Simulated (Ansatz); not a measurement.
Method: DFT PBE, scalar-relativistic, plane waves, PAW (Ansatz 0.2.0). Settings: cutoff 420 eV, Γ-centred meshes spaced at most about 0.3 Å⁻¹, and about 0.25 Å⁻¹ or finer for metals (2π included), Gaussian smearing. No spin polarisation in the final relaxations.

The zero of energy is the elements' standard structures at the same level; no fitted shifts are applied.

A relaxed structure of NaIr has 16.44 Å³/atom, +0.30 eV/atom against the elements, no gap on its mesh:

```cif
data_structure
_symmetry_space_group_name_H-M 'P 1'
_symmetry_Int_Tables_number 1
_cell_length_a 2.7075
_cell_length_b 2.7075
_cell_length_c 5.0852
_cell_angle_alpha 90.000
_cell_angle_beta 90.000
_cell_angle_gamma 118.147
_cell_volume 32.87
loop_
_atom_site_label
_atom_site_type_symbol
_atom_site_fract_x
_atom_site_fract_y
_atom_site_fract_z
_atom_site_occupancy
Na1 Na 0.00000 0.00000 0.00000 1
Ir1 Ir 0.50000 0.50000 0.50000 1
```

Question: Predict cell, energy and gap of NaRh with the same space group and Wyckoff sites.

Answer: NaRh has a = 2.827 Å, b = 4.674 Å, c = 5.034 Å: 16.63 Å³/atom, +0.32 eV/atom against the elements, no gap on its mesh. The volume per atom changes by +1.2 % and the formation energy by +0.02 eV/atom (from unrounded values). Covalent radii: Ir 1.41 Å, Rh 1.42 Å; electronegativities 2.20 and 2.28. Na has 6 Na at 2.73–2.83 Å, 4 Rh at 2.89 Å and 4 Rh at 3.43 Å; Rh is surrounded by 6 Rh at 2.73–2.83 Å, 4 Na at 2.89 Å and 4 Na at 3.43 Å.

```cif
data_structure
_symmetry_space_group_name_H-M 'P 1'
_symmetry_Int_Tables_number 1
_cell_length_a 2.7313
_cell_length_b 2.7313
_cell_length_c 5.0341
_cell_angle_alpha 90.000
_cell_angle_beta 90.000
_cell_angle_gamma 117.672
_cell_volume 33.26
loop_
_atom_site_label
_atom_site_type_symbol
_atom_site_fract_x
_atom_site_fract_y
_atom_site_fract_z
_atom_site_occupancy
Na1 Na 0.50000 0.50000 0.50000 1
Rh1 Rh 0.00000 0.00000 0.00000 1
```

The two cells were relaxed from separate starts that ended on the same group and sites; neither need be the stable form of its compound. Spin–orbit coupling, which can matter for Ir, is left out. Cells relaxed within their symmetry can be saddle points; a later kick test found a lower structure for NaRh Cmmm.
